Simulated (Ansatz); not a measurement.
**Moving the Hubbard U on Ta d in Ta3N**

```
CELL_PARAMETERS angstrom
3.03222 0.00000 0.00000
-1.51611 2.62598 0.00000
0.00000 0.00000 7.52414
ATOMIC_POSITIONS crystal
Ta 0.66667 0.33333 0.82607
Ta 0.33333 0.66667 0.17393
Ta 0.00000 0.00000 0.50000
N 0.00000 0.00000 0.00000
```

The cell comes from a database or a generator and needn't be the stable form of this composition.

Kept alike: task projected density of states; functional PBE; k mesh 10 × 10 × 4; occupations fermi-dirac, width 0.05 eV; no spin polarisation. Program: Ansatz, Ansatz PAW, cutoff 420 eV. The mesh is that of the run's cell of 4 atoms. No spin-orbit coupling.

| Hubbard U on Ta d, U (eV) | pressure (GPa) |
| --- | --- |
| 0 | -0.74 |
| 1 | 0.04 |
| 2 | 0.88 |
| 3 | 1.80 |
| 4 | 2.85 |
| 5 | 4.08 |
| 6 | 5.74 |
| 8 | 15.67 |

Pressure is positive in compression, with a Pulay correction for the finite cutoff. U acts here on a shell without spin polarisation. For a metal such a mesh leaves the last digits unconverged. How U acts hangs on the program's projectors. U is the effective U - J on orthogonalised atomic projectors. Double counting: fully localised limit (the default).

Problem. What does the Hubbard U on Ta d change here?

Solution. The pressure rises from -0.74 to 15.67 GPa between 0 and 8 eV. Its step between 6 and 8 is the steepest for its width, which can mark a change of electronic state.
